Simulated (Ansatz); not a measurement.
CoPdO$_{2}$:
```
CoPdO2
1.0
    1.41274     0.81565     5.92069
   -1.41274     0.81565     5.92069
    0.00000    -1.63129     5.92069
Co Pd O
1 1 2
Direct
  0.50000   0.50000   0.50000
  0.00000   0.00000   0.00000
  0.88730   0.88730   0.88730
  0.11270   0.11270   0.11270
```

Relaxed with r²SCAN.

Q: Which orbitals make up the states near the Fermi level in r²SCAN in the plane-wave PAW code Ansatz?

A: Within 0.5 eV of the Fermi level: Pd 4d 57 %, Co 3d 15 %, O 2p 14 %, outside the projected shells 10 %. Projections are on Löwdin-orthogonalised atomic valence shells; empty p or d shells of many metals are not among them.

Q: Tabulate the density of states.

A: States/eV per cell of 4 atoms, in 0.25 eV bins, energy from the Fermi level.

| E (eV) | total | O 2p | Pd 4d | Co 3d |
|---|---|---|---|---|
| -7.85 | 2.95 | 2.12 | 0.29 | 0.40 |
| -7.60 | 2.72 | 2.01 | 0.32 | 0.30 |
| -7.35 | 2.65 | 1.94 | 0.26 | 0.36 |
| -7.10 | 2.50 | 1.84 | 0.15 | 0.41 |
| -6.85 | 1.27 | 0.92 | 0.10 | 0.20 |
| -6.60 | 2.15 | 1.47 | 0.24 | 0.36 |
| -6.35 | 3.52 | 2.30 | 0.43 | 0.69 |
| -6.10 | 3.63 | 2.37 | 0.29 | 0.89 |
| -5.85 | 4.42 | 2.98 | 0.29 | 1.06 |
| -5.60 | 1.68 | 1.15 | 0.17 | 0.31 |
| -5.35 | 2.76 | 1.87 | 0.45 | 0.35 |
| -5.10 | 3.77 | 2.37 | 0.83 | 0.40 |
| -4.85 | 3.33 | 2.25 | 0.65 | 0.31 |
| -4.60 | 2.97 | 1.93 | 0.67 | 0.27 |
| -4.35 | 2.82 | 1.24 | 1.29 | 0.22 |
| -4.10 | 2.54 | 0.91 | 1.39 | 0.17 |
| -3.85 | 2.51 | 0.87 | 1.40 | 0.13 |
| -3.60 | 2.21 | 0.77 | 1.29 | 0.08 |
| -3.35 | 1.17 | 0.18 | 0.93 | 0.04 |
| -3.10 | 1.44 | 0.13 | 1.14 | 0.12 |
| -2.85 | 3.06 | 0.25 | 2.38 | 0.33 |
| -2.60 | 3.17 | 0.40 | 2.28 | 0.39 |
| -2.35 | 4.71 | 0.62 | 3.33 | 0.63 |
| -2.10 | 6.41 | 0.39 | 4.02 | 1.90 |
| -1.85 | 7.70 | 0.39 | 3.58 | 3.62 |
| -1.60 | 5.56 | 0.40 | 1.64 | 3.42 |
| -1.35 | 8.14 | 0.81 | 1.61 | 5.55 |
| -1.10 | 6.58 | 1.18 | 1.50 | 3.71 |
| -0.85 | 3.82 | 0.83 | 1.34 | 1.56 |
| -0.60 | 0.94 | 0.06 | 0.73 | 0.08 |
| -0.35 | 0.40 | 0.06 | 0.25 | 0.03 |
| -0.10 | 0.44 | 0.06 | 0.26 | 0.03 |
| 0.15 | 0.59 | 0.09 | 0.35 | 0.06 |
| 0.40 | 1.50 | 0.21 | 0.78 | 0.33 |
| 0.65 | 1.89 | 0.33 | 0.99 | 0.39 |
| 0.90 | 0.25 | 0.04 | 0.05 | 0.13 |
| 1.15 | 0.79 | 0.13 | 0.03 | 0.51 |
| 1.40 | 1.57 | 0.34 | 0.06 | 0.97 |
| 1.65 | 3.37 | 0.89 | 0.11 | 2.09 |
| 1.90 | 4.83 | 1.54 | 0.21 | 2.84 |
| 2.15 | 4.62 | 1.69 | 0.24 | 2.57 |
| 2.40 | 0.64 | 0.25 | 0.03 | 0.35 |
| 2.65 | 0.00 | 0.00 | 0.00 | 0.00 |
| 2.90 | 0.00 | 0.00 | 0.00 | 0.00 |
| 3.15 | 0.00 | 0.00 | 0.00 | 0.00 |
| 3.40 | 0.11 | 0.01 | 0.02 | 0.00 |
| 3.65 | 0.29 | 0.03 | 0.04 | 0.01 |
| 3.90 | 1.05 | 0.10 | 0.12 | 0.03 |
| 4.15 | 1.35 | 0.15 | 0.15 | 0.05 |
| 4.40 | 1.66 | 0.21 | 0.18 | 0.07 |
| 4.65 | 1.54 | 0.20 | 0.16 | 0.07 |

Space group R-3m. The r²SCAN relaxation kept the symmetry of its start. The workflow began spin-polarised and lost its moments. No Hubbard U is applied. The compound may be a true metal, but semilocal functionals without U, or a wrong spin order, can also close a gap. Scalar-relativistic: spin–orbit coupling is off unless named, which matters more the heavier the elements.

Potentials: the earlier of the program's two PAW sets. The files were generated under PBE; for other functionals the program regenerates the frozen cores, and for LDA and PBEsol the local potential too.
